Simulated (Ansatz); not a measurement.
The relaxed structure here is a generated cell of SiC: the first start was made by placing the elements on the sites of a structure type, and the end was not matched to a known phase here, so it may be hypothetical. Known forms of SiC include space group No. 186, 216.

The end point of a relaxation of SiC. Computed with PBE (plane waves to 420 eV, PAW, scalar-relativistic; Ansatz, a first-principles code).

```cif
data_C3Si3
_chemical_formula_sum 'Si3 C3'
_space_group_name_H-M_alt 'P 1'
_space_group_IT_number 1
_cell_length_a 3.08498
_cell_length_b 3.08498
_cell_length_c 7.06169
_cell_angle_alpha 90.000
_cell_angle_beta 90.000
_cell_angle_gamma 120.000
loop_
_space_group_symop_operation_xyz
  'x, y, z'
loop_
_atom_site_label
_atom_site_type_symbol
_atom_site_fract_x
_atom_site_fract_y
_atom_site_fract_z
_atom_site_occupancy
Si1 Si 0.50000 0.00000 0.50000 1
Si2 Si 0.00000 0.50000 0.16667 1
Si3 Si 0.50000 0.50000 0.83333 1
C1 C 0.50000 0.00000 0.00000 1
C2 C 0.00000 0.50000 0.66667 1
C3 C 0.50000 0.50000 0.33333 1
```

Task: Find the space group and the Wyckoff positions (tolerance 0.01 Å).

Result: Space group P6₂22 (No. 180); a = 3.0850 Å, b = 3.0850 Å, c = 7.0617 Å, α = 90.00°, β = 90.00°, γ = 120.00°

```json
[
 {"atom": "Si", "site": "3d", "symmetry": "222", "x": "0.5000", "y": "0.0000", "z": "0.5000"},
 {"atom": "C", "site": "3c", "symmetry": "222", "x": "0.5000", "y": "0.0000", "z": "0.0000"}
]
```

Task: Give the shortest distances between elements (the closest pairs, up to four, under 3.6 Å).

Result: C–Si 1.94 Å; Si–Si 2.81 Å; C–C 2.81 Å.

```yaml
volume_per_atom: 9.70 Å³
band_gap: 0.87 eV, indirect (valence top at Γ, conduction bottom at M) (no spin-orbit coupling)
smallest_direct_gap: 3.00 eV at M
```

No spin polarisation in the result.

The run could not lose the symmetry of its start; a randomly shaken copy of 12 atoms returns to this structure.
